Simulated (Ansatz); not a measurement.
LiCl:
```xyz
2
Lattice="0.0000 2.5324 2.5324 2.5324 0.0000 2.5324 2.5324 2.5324 0.0000" Properties=species:S:1:pos:R:3 pbc="T T T"
Li     0.0000     0.0000     0.0000
Cl     2.5324     2.5324     2.5324
```

Tensor components refer to the Cartesian frame of this cell.

Question: Give the high-frequency dielectric tensor and the Born effective charge tensors of the independent atoms from DFPT, the program Ansatz at the PBEsol level (PAW).

Answer: 
ε∞:
```
3.07  0.00  0.00
0.00  3.07  0.00
0.00  0.00  3.07
```
Z* of atom 1 (Li), rows: field, columns: displacement, in e:
```
1.17  0.00  0.00
0.00  1.17  0.00
0.00  0.00  1.17
```
Z* of atom 2 (Cl), rows: field, columns: displacement, in e:
```
-1.17   0.00   0.00
 0.00  -1.17   0.00
 0.00   0.00  -1.17
```

Space group Fm-3m (rock salt). The PBEsol relaxation kept the symmetry of its start.

Potentials: the earlier of the program's two PAW sets. The files were generated under PBE; for other functionals the program regenerates the frozen cores, and for LDA and PBEsol the local potential too.
